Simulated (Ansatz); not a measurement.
## MoIr3: pressure against volume

A database entry relaxed whole under r2SCAN (P6_3/mmc):

```xyz
8
Lattice="5.5041 0.0000 0.0000 -2.7521 4.7667 0.0000 0.0000 0.0000 4.3881" Properties=species:S:1:pos:R:3 pbc="T T T"
Mo    0.0000    3.1778    1.0970
Mo    2.7521    1.5889    3.2911
Ir    2.7521    3.1814    1.0970
Ir   -1.3792    3.9741    3.2911
Ir    1.3729    0.7926    1.0970
Ir    0.0000    1.5853    3.2911
Ir    4.1312    0.7926    1.0970
Ir    1.3792    3.9741    3.2911
```

The cell was scaled uniformly, its shape held, and the atoms relaxed at each volume with plane-wave PAW DFT (Ansatz 0.2.0; r2SCAN, 500 eV, 7×7×8 Γ-centred mesh, fermi-dirac occupations of width 0.100 eV; no spin, no spin-orbit coupling). One row is withheld.

| volume (Å³/atom) | energy over the lowest (meV/atom) | pressure (GPa) |
| --- | --- | --- |
| 13.528 | 65.7 | 26.21 |
| 13.815 | 27.9 | 16.45 |
| 14.103 | 6.6 | 7.76 |
| 14.391 | 0.0 | 0.03 |
| 14.679 | 6.6 | -6.85 |
| 14.967 | ? | ? |
| 15.255 | 53.4 | -18.39 |

Problem. Fit the pressures of the other rows to the third-order Birch-Murnaghan form.

Solution. With f = [(V₀/V)^(2/3) − 1]/2 and P = 3B₀f(1 + 2f)^(5/2)[1 + 3(B₀′ − 4)f/2], least squares gives V₀ = 14.39 Å³ an atom, B₀ = 364 GPa and B₀′ = 4.9; the rows miss the fit by less than 0.01 GPa. The slope of the energies differs from these pressures by 0.21 GPa, since they are taken to zero smearing while pressures follow the free energy.

Problem. What does the withheld row hold?

Solution. The fit gives -12.95 GPa at 14.967 Å³; the run gave -12.96 GPa and 24.8 meV an atom.

Caveats: the shape of the cell was held, so B₀ is an upper bound where the axes differ in stiffness; 0 K, fixed nuclei; the symmetry was kept, and this need not be the phase that is stable at 0 K; one mesh for all volumes; pressure is positive in compression.
